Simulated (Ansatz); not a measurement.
Sb:
Space group R-3m, hexagonal axes (No. 166); a = b = 4.3749 Å, c = 11.5380 Å, α = β = 90.00°, γ = 120.00°

```
atom  site  symmetry       x       y       z
----  ----  --------  ------  ------  ------
Sb      6c        3m  0.0000  0.0000  0.2327
```
(The calculation used a cell of 2 atoms; values per cell refer to that cell.)

Relaxed with PBE.

Q: Which orbitals make up the states near the Fermi level in PBE in the plane-wave PAW code Ansatz?

A: Within 0.5 eV of the Fermi level: Sb 5p 82 %, Sb 5s 15 %. Projections are on Löwdin-orthogonalised atomic valence shells; empty p or d shells of many metals are not among them.

Q: Tabulate the density of states.

A: States/eV per cell of 2 atoms, in 0.25 eV bins, energy from the Fermi level.

| E (eV) | total | Sb 5p | Sb 5s |
|---|---|---|---|
| -7.85 | 0.73 | 0.14 | 0.59 |
| -7.60 | 0.53 | 0.11 | 0.42 |
| -7.35 | 0.41 | 0.08 | 0.33 |
| -7.10 | 0.32 | 0.06 | 0.26 |
| -6.85 | 0.26 | 0.05 | 0.20 |
| -6.60 | 0.20 | 0.04 | 0.16 |
| -6.35 | 0.15 | 0.03 | 0.13 |
| -6.10 | 0.12 | 0.02 | 0.10 |
| -5.85 | 0.08 | 0.01 | 0.07 |
| -5.60 | 0.06 | 0.01 | 0.05 |
| -5.35 | 0.03 | 0.00 | 0.03 |
| -5.10 | 0.27 | 0.25 | 0.02 |
| -4.85 | 0.69 | 0.67 | 0.02 |
| -4.60 | 0.89 | 0.86 | 0.03 |
| -4.35 | 0.87 | 0.83 | 0.03 |
| -4.10 | 0.98 | 0.94 | 0.04 |
| -3.85 | 1.12 | 1.06 | 0.05 |
| -3.60 | 1.33 | 1.27 | 0.05 |
| -3.35 | 1.63 | 1.55 | 0.07 |
| -3.10 | 1.64 | 1.55 | 0.07 |
| -2.85 | 1.61 | 1.52 | 0.08 |
| -2.60 | 1.62 | 1.51 | 0.09 |
| -2.35 | 1.62 | 1.50 | 0.10 |
| -2.10 | 1.65 | 1.52 | 0.11 |
| -1.85 | 1.70 | 1.56 | 0.12 |
| -1.60 | 1.57 | 1.42 | 0.12 |
| -1.35 | 1.29 | 1.14 | 0.13 |
| -1.10 | 1.22 | 1.06 | 0.14 |
| -0.85 | 0.97 | 0.82 | 0.12 |
| -0.60 | 0.75 | 0.63 | 0.10 |
| -0.35 | 0.47 | 0.39 | 0.07 |
| -0.10 | 0.12 | 0.10 | 0.02 |
| 0.15 | 0.16 | 0.13 | 0.03 |
| 0.40 | 0.87 | 0.72 | 0.12 |
| 0.65 | 1.68 | 1.42 | 0.19 |
| 0.90 | 1.64 | 1.41 | 0.17 |
| 1.15 | 1.36 | 1.17 | 0.12 |
| 1.40 | 1.28 | 1.11 | 0.11 |
| 1.65 | 1.31 | 1.13 | 0.10 |
| 1.90 | 1.68 | 1.32 | 0.10 |
| 2.15 | 2.03 | 1.52 | 0.10 |
| 2.40 | 1.36 | 1.12 | 0.06 |
| 2.65 | 1.19 | 1.03 | 0.05 |
| 2.90 | 1.24 | 1.06 | 0.04 |
| 3.15 | 1.43 | 1.12 | 0.04 |
| 3.40 | 1.51 | 1.10 | 0.04 |
| 3.65 | 1.11 | 0.84 | 0.03 |
| 3.90 | 0.91 | 0.70 | 0.02 |
| 4.15 | 1.11 | 0.67 | 0.02 |
| 4.40 | 1.66 | 0.72 | 0.02 |
| 4.65 | 1.76 | 0.69 | 0.02 |

The PBE relaxation kept the symmetry of its start. Spin–orbit coupling is left out wherever it is not named.

Potentials: the later of the program's two PAW sets.
